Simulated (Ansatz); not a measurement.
## Ba₃HfO, before and after

The cell of Ba₃HfO is invented: random cell by space group and Wyckoff sites (P6/mmm, No. 191). Lengths were set from tabulated atomic sizes, so they are only a guess.

POSCAR.start

```
Ba Hf O
1.0
     5.81863    0.00000    0.00000
    -2.90932    5.03908    0.00000
     0.00000    0.00000    4.93666
Ba Hf O
3 1 1
Direct
  0.50000 0.00000 0.50000
  0.00000 0.50000 0.50000
  0.50000 0.50000 0.50000
  0.00000 0.00000 0.50000
  0.00000 0.00000 0.00000
```

Method: DFT PBE, scalar-relativistic, plane waves, PAW in Ansatz 0.2.0. Cutoff 420 eV, Gaussian smearing, Γ-centred meshes. Cell and atoms relax first on a coarse mesh and then on a finer one. In between, the cell is made exact in the group found at 0.06 Å. In metals the finer mesh still leaves noise of several meV/atom or more. The steps can't lower the symmetry of their start. No spin polarisation.

POSCAR.end

```
Ba Hf O
1.0
     7.96285    0.00000    0.00000
    -3.98143    6.89603    0.00000
     0.00000    0.00000    4.00780
Ba Hf O
3 1 1
Direct
  0.50000 0.00000 0.50000
  0.00000 0.50000 0.50000
  0.50000 0.50000 0.50000
  0.00000 0.00000 0.50000
  0.00000 0.00000 0.00000
```

The symmetry stays P6/mmm (No. 191). The volume per atom grows by 52.0 %, from 28.9 to 44.0 Å³. The shortest distance goes from 2.47 Å (Hf–O) to 2.00 Å (Hf–O). The ratio c/a of the conventional cell changes by a factor of 0.59. The energy falls by about 1.8 eV/atom (the start's value is from the coarse mesh).

* Volume per atom: 44.02 Å³
* Density: 4.58 g/cm³
* Energy over the elements: −0.41 eV/atom
* Gap on the 6×6×10 mesh of the 5-atom cell: 0 eV (a metal)

Formation energies are uncorrected and refer to the elements' standard structures at the same level (O₂ as a molecule).

The last run used Gaussian smearing of 0.10 eV. These runs have no spin–orbit coupling, which can matter for Hf. The cell is a metal run without spin; a magnetic state may lie lower. A structure relaxed within its symmetry needn't be a true minimum. In all, the 3 runs took 3 min on 1 thread of Arm Neoverse V1 (shared host). Another cell of Ba3HfO relaxed alike, in P4/mmm, lies 296 meV/atom lower, so this cell isn't the stable form at this level.
